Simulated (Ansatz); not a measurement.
**WS₂ under strain — 33S nuclear quadrupole resonance**

Cell: a structure deposited in the COD, relaxed with PBE at fixed cell and then changed (z stretched by 2 %, ions relaxed).

```xyz
6
Lattice="3.1532 0.0000 0.0000 -1.5766 2.7308 0.0000 0.0000 0.0000 12.5695" Properties=species:S:1:pos:R:3 pbc="T T T"
W     0.0000    1.8205    3.1424
W     1.5766    0.9103    9.4271
S     0.0000    1.8205    7.8487
S     1.5766    0.9103    1.5639
S     0.0000    1.8205   11.0055
S     1.5766    0.9103    4.7208
```

Sites (sets of like atoms) are named by element and the number of their first atom in this list.

Method: Kohn–Sham DFT in Ansatz, PBE, plane waves and PAW, scalar-relativistic, collinear spin, 420 eV cutoff, Γ-centred 16×16×4 k-points, Fermi–Dirac smearing 0.02 eV. Start moments as typed (μB): 2 on each W, none on the rest.

33S: I = 3/2, Q = -69.40 mb (year-2017 value). Static lattice, zero field.

Problem. At which frequencies do the 33S NQR lines lie?

Solution. For I = 3/2 there is one line, ν = (|C_Q|/2)(1 + η²/3)^½.

| site | atoms | V_zz (10²¹ V/m²) | C_Q (MHz) | η | line frequencies (MHz) |
| --- | --- | --- | --- | --- | --- |
| S | 3, 4, 5, 6 | -4.32 | 7.25 | 0.00 | 3.63 |

An axis of threefold or higher order runs through S, so V_zz lies along it and η is zero.

Without spin–orbit coupling the gradients at and beside W can be off by some per cent, at some sites by more. The start moments die out, and the run ends without spin.
